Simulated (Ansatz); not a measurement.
InSe, one structure, two calculations

Cell: a COD entry whose atoms were relaxed with PBE, the cell held.

Space group P6_3/mmc (No. 194); a = 4.0500, c = 16.9300 Å, γ = 120.00°.

| site | Wyckoff | site symmetry | x | y | z |
| --- | --- | --- | --- | --- | --- |
| In | 4f | 3m. | 0.3333 | 0.6667 | 0.1673 |
| Se | 4f | 3m. | 0.3333 | 0.6667 | 0.5918 |

One atom of each set is listed.

First run. All values are calculated (Ansatz; DFT, PBE, plane waves and PAW, scalar-relativistic, 420 eV cutoff, Γ-centred 13×13×3 k-points, Fermi–Dirac smearing 0.05 eV), not measured.

```tsv
site	V_zz (10²¹ V/m²)	η
In	-10.80	0.00
Se	-7.06	0.00
```

Second run. The same atoms and settings, except that the functional is r2SCAN and the cutoff is 500 eV.

Task: What does the second run give?

Result: 

```json
{"site": "In", "V_zz": "-11.76", "η": "0.00", "change of V_zz": "-0.96"}
{"site": "Se", "V_zz": "-6.94", "η": "0.00", "change of V_zz": "+0.12"}
```

The largest change of V_zz is on In, from -10.80 to -11.76. In per cent, |V_zz| changes by +9 on In, -2 on Se (all sites that start above 0.5).

Without spin–orbit coupling (the program notes it for In) the gradients can shift somewhat, as the gap is small.
For the first run: With a gap of 0.4 eV under a smearing of 0.05 eV the band edges are partly filled, so small gradients can hang on the smearing and the k-mesh.
